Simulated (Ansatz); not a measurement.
## Calculated with Ansatz: Al2CdPt4, settings compared

input.yaml:

```yaml
crystal:
  lattice:
    - [0.0, 5.253603, 0.0]
    - [5.253603, 0.0, 0.0]
    - [2.626802, 2.626802, -4.872141]
  atoms:
    - { symbol: Pt, position: [0.37, 0.38, 0.74] }
    - { symbol: Pt, position: [0.62, 0.11, 0.26] }
    - { symbol: Pt, position: [0.89, 0.88, 0.74] }
    - { symbol: Pt, position: [0.12, 0.63, 0.26] }
    - { symbol: Cd, position: [0.5, 0.5, 0.0] }
    - { symbol: Al, position: [0.75, 0.25, 0.5] }
    - { symbol: Al, position: [0.0, 0.0, 0.0] }
  symmetry: { tolerance: 0.0003 }
kpoints:
  mp_grid: { grid: [4, 4, 4], shift: [0, 0, 0] }
magnetization:
  spin_polarized: false
scf:
  occupations: { method: gaussian, width: 0.2445 }
hamiltonian:
  pseudopotentials: { kind: paw }
  xc: pbe
basis:
  ecutwfc: 420
output:
  forces: true
  stress: true
  eigenvalues: true
  write_density: true
  write_potential: true
  elf: true
  volumetric_format: npy
```

Launch command:

```bash
ansatz run input.yaml --threads 1 --pin off --max-ram 2560MiB --backend cpu --events-out ev --progress --plain --runs-dir out
```

Origin of the cell: a known structure type with other elements, at an estimated volume, so it need not be a known compound.

Output of this run (shortened):

```
Pseudopotentials: kind: paw
Pseudopotential: Pt, paw, valence charge 18, recommended cutoff 420 eV (normal), Pt.paw.azcp
Pseudopotential: Cd, paw, valence charge 20, recommended cutoff 420 eV (normal), Cd.paw.azcp
Pseudopotential: Al, paw, valence charge 3, recommended cutoff 420 eV (normal), Al.paw.azcp
Functional definition: PBE
  exchange = pbe_x(kappa = kappa, mu = beta*pi^2/3)
  correlation = pbe_c(beta = beta)
Crystal: 7 atoms, lattice volume = 134.473 Å³
Basis set: ecut = 420 eV, 2649 PW (Γ), exchange–correlation on 72×72×90 points (8 copies of the dense FFT grid, shifted against one another)
Bands: 59, of which v1, the nominal top of the filled ones, is band 49 counted from 1 (48 counted from 0)
Symmetry: 4 space group operations
Space group: I-4 (ITA 82), of the structure as read, at distance tolerance 1.5e-3 Å
[… 7 lines left out …]
Initial density: superposition of atomic densities (neutral atoms: chi_scale 0, normalization atom), corrected by the library's trained network
Functional: x = pbe(κ = 0.804, μ = 0.219515), c = pbe(β = 0.066725)
SCF iter   1: F=—  HF=-59415.792935 eV  Δρ=5.01e-3  dr2=4.17e-2
SCF iter   2: F=—  HF=-59415.787768 eV  Δρ=2.26e-3  dr2=8.02e-3
SCF iter   3: F=—  HF=-59415.786498 eV  Δρ=8.57e-4  dr2=1.22e-3
SCF iter   4: F=—  HF=-59415.786543 eV  Δρ=2.59e-4  dr2=1.14e-4
SCF iter   5: F=—  HF=-59415.786576 eV  Δρ=1.32e-4  dr2=2.01e-5
SCF iter   6: F=—  HF=-59415.786560 eV  Δρ=3.31e-5  dr2=1.68e-6
SCF iter   7: F=-59415.786560 eV  HF=-59415.786560 eV  Δρ=7.97e-6  dr2=9.58e-8
SCF 1 converged in 7 iterations: F = -59415.786560 eV  dr2 = 9.58e-8
SCF converged after 7 iterations
Free energy (F): -59415.786560 eV
Harris-Foulkes:  -59415.786560 eV  (|F-HF|=1.24e-8)
Internal energy: -59415.697913 eV  (E = F + TS)
E sigma→0 (E₀):  -59415.742236 eV
Entropy (-TS):   -0.088648 eV (-12.664 meV/atom)
Fermi energy:    13.201256 eV
--- Per-component energies (eV) ---
  E_band       = -1550.954923
  E_kinetic    = 3146.026370
  E_local      = -13265.310197  (includes V_loc(G=0)·N_el)
  E_nonlocal   = 865.950831
  E_hartree    = 5461.409244
  E_xc         = -1313.172432
  E_vxc        = -1503.105757  (∫ρ·V_xc dr)
  E_paw        = -42843.482462  (= ΣΔE_a)
  E_vpaw       = -1717.340895  (= ΣTr[D̂ρ^β])
  E_aug_tail   = 0.000782  (compensation charges beyond the density's cutoff)
  E_ewald      = -11467.120050
  E_smearing   = -0.088648  (= −TS)
  Σ components = -59415.786560   (vs F -59415.786560, Δ=0.00e0)
--- Forces (eV/Å), atoms counted from 1 ---
  atom   1  Pt     0.055832    -4.094319     4.145310
  atom   2  Pt    -4.094319    -0.055832    -4.145311
  atom   3  Pt    -0.055832     4.094319     4.145311
  atom   4  Pt     4.094319     0.055832    -4.145310
  atom   5  Cd     0.000000    -0.000000    -0.000000
  atom   6  Al    -0.000000     0.000000     0.000000
  atom   7  Al    -0.000000     0.000000     0.000000
  max |Σ_I F_I| component: 1.73e-15 eV/Å
--- Stress (GPa, compression-positive) ---
       36.534706       0.000001       0.000000
       -0.000001      36.534706       0.000000
        0.000000       0.000000      30.368454
  P = ⅓ Tr σ = 34.4793 GPa (344.793 kbar)
```

The same input was run again with these changes:

1. `scf.mixing.preconditioner` default → resta; `scf.occupations.width` 0.2445 → default; `scf.occupations.method` gaussian → tetrahedron
2. `hamiltonian.xc` pbe → pbesol
3. `scf.lower_state_search` default → standard; `basis.ecutrho_ratio` default → 9
4. `basis.ecutrho_ratio` default → 6; `hamiltonian.xc` pbe → lda

```tsv
run	end	SCF iterations	P (GPa)	max force component (eV/Å)	moment (μB)	ΔE(σ→0) (meV/atom)
base	converged	7	34.48	4.145	–	0
1	converged	8	34.65	4.159	–	-0.22
2	converged	8	29.25	3.952	–	–
3	converged	8	34.48	4.145	–	0.00
4	converged	8	25.63	3.792	–	–
```

Energies are compared only where functional, datasets, charge and starting cell are the same.

Caveats of the base run: no moments, though an odd count or open d shells may carry them; no spin-orbit coupling, though heavy elements are present; the given cell is far from equilibrium, with atoms too close or a volume far off; the k mesh is coarse if the cell is a metal; wide smearing.

Run 1: forces and stress under tetrahedra may miss the slope of the energy.

The base run took 4.1 s on 1 thread of AMD EPYC 9R45 96-Core Processor (Zen 5) (shared host), peak memory 0.47 GiB, from the program's own first density.
